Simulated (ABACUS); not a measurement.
Worked example: self-consistent single point of Al (Fm-3m, 4 atoms in the cell; from Materials Project mp-134) in ABACUS.

Level of theory: PBE, PseudoDojo 0.5 standard norm-conserving PBE (tails mended) pseudopotentials (plane waves; ABACUS).

```
Al
1.0
    4.03893     0.00000     0.00000
    0.00000     4.03893     0.00000
    0.00000     0.00000     4.03893
Al
4
Direct
  0.00000   0.00000   0.00000
  0.00000   0.50000   0.50000
  0.50000   0.00000   0.50000
  0.50000   0.50000   0.00000
```

Reference input (self-consistent single point, DFT, PBE, plane waves, PseudoDojo 0.5 standard norm-conserving PBE (tails mended) pseudopotentials): KPT = Gamma 6 6 6 0 0 0; basis_type = pw; ecutwfc = 40 Ry; smearing_method = fd; smearing_sigma = 0.00367493 Ry; potentials = PseudoDojo 0.5 standard norm-conserving PBE (tails mended); symmetry = 1; ks_solver = dav_subspace; scf_nmax = 100; scf_thr = 1.0e-09 Ry; mixing_type = pulay; mixing_beta = 0.4. This run's input differs from it in these lines:

```diff
@@ -43,3 +43,3 @@
 Gamma
-6 6 6 0 0 0
+5 5 5 0 0 0
```

Log, with long lists cut:

```
 SELF-CONSISTENT
 -------------------------------------------
                                 init_chg = atomic

 PW ALGORITHM --------------- ION=   1  ELEC=   1--------------------------------
 Notice: Threshold on eigenvalues was too large.

 Density error is 0.0229992569044
                          Error Threshold = 0.000193629815757
 E_KohnSham     -18.5444076399       -252.3096099367
 E_Fermi        0.5966444499         8.1177641984

 PW ALGORITHM --------------- ION=   1  ELEC=   2--------------------------------

 Density error is 0.00894875616112
                          Error Threshold = 0.000191660474204
   [... lines left out ...]

 Density error is 3.95978162717e-08
                          Error Threshold = 1.34784002052e-09
 E_KohnSham     -18.5419764424       -252.2765317982
 E_Fermi        0.5937042371         8.0777605512

 PW ALGORITHM --------------- ION=   1  ELEC=   7--------------------------------

 Density error is 2.82983795176e-10
                          Error Threshold = 3.29981802264e-10
 E_KohnSham     -18.5419764439       -252.2765318186
 E_KS(sigma->0) -18.5411474137       -252.2652522847
 E_entropy(-TS) -0.0016580603        -0.0225590678
 E_Fermi        0.5937064018         8.0777900031
 charge density convergence is achieved
 final etot is -252.27653182 eV
 EFERMI = 8.0777900031 eV

 STATE ENERGY(eV) AND OCCUPATIONS    NSPIN == 1
   [... 13 lines left out ...]

 TOTAL-FORCE (eV/Angstrom)
                       Al1         0.0000000000         0.0000000000         0.0000000000
                       Al2         0.0000000000         0.0000000000         0.0000000000
                       Al3         0.0000000000         0.0000000000         0.0000000000
                       Al4         0.0000000000         0.0000000000         0.0000000000

 TOTAL-STRESS (KBAR)
        -1.0944085208         0.0000000000         0.0000000000
        -0.0000000000        -1.0944085208         0.0000000000
         0.0000000000        -0.0000000000        -1.0944085208
 TOTAL-PRESSURE: -1.094409 KBAR

 --------------------------------------------
 !FINAL_ETOT_IS -252.2765318185627734 eV
 --------------------------------------------
```

The run converged in 7 iterations. Against the reference run the free energy rises by 18.9 meV/atom and the pressure goes from 0.23 to -0.11 GPa.

This run is one point of a test of settings, so its values need not be converged; read them against the reference run alone. The structure comes from a collection of computed structures, made at another level of theory; the collection holds predicted forms beside known ones. No clean gap shows at this smearing width and mesh (spacing up to 0.31 Å⁻¹); the mesh is coarse for partly filled bands, so the values carry mesh errors.

“Tails mended”: in these copies of the files the far tail of each local potential was reset to the Coulomb form.
